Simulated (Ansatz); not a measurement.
A relaxation computed with Ansatz, from input to last step.

```yaml
crystal:
  lattice:
    - [0.0, 2.4668971238, 2.4668971238]
    - [2.4668971238, 0.0, 2.4668971238]
    - [2.4668971238, 2.4668971238, 0.0]
  atoms:
    - { symbol: Co, position: [0.25, 0.25, 0.25], spin: 2.06 }
    - { symbol: Co, position: [0.75, 0.75, 0.75], spin: 2.06 }
    - { symbol: F, position: [0.0, 0.0, 0.0], spin: 0.11 }
basis:
  ecutwfc: 420
kpoints:
  mp_grid: { grid: [6, 6, 6] }
hamiltonian:
  xc: pbe
scf:
  occupations: { method: gaussian, width: 0.1 }
  lower_state_search: "off"
output:
  forces: true
  stress: true
  eigenvalues: true
  populations: true
magnetization:
  spin_polarized: true
relax:
  adjacent_minimum: "off"
  f_tol: 0.04
  max_steps: 70
  cell: { stress_tol: 0.4 }
```

```bash
ansatz run input.yaml --threads 1 --pin off --max-ram 2560MiB --backend cpu --events-out ev --progress --plain --runs-dir out
```

Theory: Ansatz 0.2.0, DFT PBE, scalar-relativistic, plane waves, PAW.

Of 8 frames 8 are shown, positions in Å and forces in eV/Å; the SCF threshold varies from step to step. Steps run on the plane waves of an earlier cell, with a Pulay correction in the pressure. The basis is chosen afresh for the last frame, the zero of the energies, and at times for earlier ones too; energy and pressure step there, also at an unchanged geometry. Here that happened at step 5 (-22 meV/atom, 3.5 GPa); the frames before carry an error of that size.

```xyz
3
Lattice="0.0000 2.4669 2.4669 2.4669 0.0000 2.4669 2.4669 2.4669 0.0000" Properties=species:S:1:pos:R:3:forces:R:3 pbc="T T T" step=1 free_energy_over_end_meV_per_atom=233.65 pressure_GPa=35.86
Co    1.2334    1.2334    1.2334    0.0000    0.0000    0.0000
Co    3.7003    3.7003    3.7003    0.0000    0.0000    0.0000
F     0.0000    0.0000    0.0000    0.0000    0.0000    0.0000
3
Lattice="0.0000 2.5377 2.5377 2.5377 0.0000 2.5377 2.5377 2.5377 0.0000" Properties=species:S:1:pos:R:3:forces:R:3 pbc="T T T" step=2 free_energy_over_end_meV_per_atom=89.11 pressure_GPa=18.09
Co    1.2689    1.2689    1.2689    0.0000    0.0000    0.0000
Co    3.8066    3.8066    3.8066    0.0000    0.0000    0.0000
F     0.0000    0.0000    0.0000    0.0000    0.0000    0.0000
3
Lattice="0.0000 2.6188 2.6188 2.6188 0.0000 2.6188 2.6188 2.6188 0.0000" Properties=species:S:1:pos:R:3:forces:R:3 pbc="T T T" step=3 free_energy_over_end_meV_per_atom=27.60 pressure_GPa=1.92
Co    1.3094    1.3094    1.3094    0.0000    0.0000    0.0000
Co    3.9282    3.9282    3.9282    0.0000    0.0000    0.0000
F     0.0000    0.0000    0.0000    0.0000    0.0000    0.0000
3
Lattice="0.0000 2.6291 2.6291 2.6291 0.0000 2.6291 2.6291 2.6291 0.0000" Properties=species:S:1:pos:R:3:forces:R:3 pbc="T T T" step=4 free_energy_over_end_meV_per_atom=27.04 pressure_GPa=0.14
Co    1.3146    1.3146    1.3146    0.0000    0.0000    0.0000
Co    3.9437    3.9437    3.9437    0.0000    0.0000    0.0000
F     0.0000    0.0000    0.0000    0.0000    0.0000    0.0000
3
Lattice="0.0000 2.6291 2.6291 2.6291 0.0000 2.6291 2.6291 2.6291 0.0000" Properties=species:S:1:pos:R:3:forces:R:3 pbc="T T T" step=5 free_energy_over_end_meV_per_atom=4.91 pressure_GPa=3.64
Co    1.3146    1.3146    1.3146    0.0000    0.0000    0.0000
Co    3.9437    3.9437    3.9437    0.0000    0.0000    0.0000
F     0.0000    0.0000    0.0000    0.0000    0.0000    0.0000
3
Lattice="0.0000 2.6508 2.6508 2.6508 0.0000 2.6508 2.6508 2.6508 0.0000" Properties=species:S:1:pos:R:3:forces:R:3 pbc="T T T" step=6 free_energy_over_end_meV_per_atom=1.32 pressure_GPa=1.14
Co    1.3254    1.3254    1.3254    0.0000    0.0000    0.0000
Co    3.9762    3.9762    3.9762    0.0000    0.0000    0.0000
F     0.0000    0.0000    0.0000    0.0000    0.0000    0.0000
3
Lattice="0.0000 2.6612 2.6612 2.6612 0.0000 2.6612 2.6612 2.6612 0.0000" Properties=species:S:1:pos:R:3:forces:R:3 pbc="T T T" step=7 free_energy_over_end_meV_per_atom=1.29 pressure_GPa=0.03
Co    1.3306    1.3306    1.3306    0.0000    0.0000    0.0000
Co    3.9919    3.9919    3.9919    0.0000    0.0000    0.0000
F     0.0000    0.0000    0.0000    0.0000    0.0000    0.0000
3
Lattice="0.0000 2.6612 2.6612 2.6612 0.0000 2.6612 2.6612 2.6612 0.0000" Properties=species:S:1:pos:R:3:forces:R:3 pbc="T T T" step=8 free_energy_over_end_meV_per_atom=0.00 pressure_GPa=0.05
Co    1.3306    1.3306    1.3306    0.0000    0.0000    0.0000
Co    3.9919    3.9919    3.9919    0.0000    0.0000    0.0000
F     0.0000    0.0000    0.0000    0.0000    0.0000    0.0000
```

The start puts this composition into another compound's structure type, which needn't suit it. At the end the space group is Fm-3m (tolerance 0.05 Å).

It took 21 s on 1 thread of Arm Neoverse V1 (shared host), peak memory 0.31 GiB.

The k mesh is coarse. Moments started parallel, and an antiferromagnetic order may lie lower.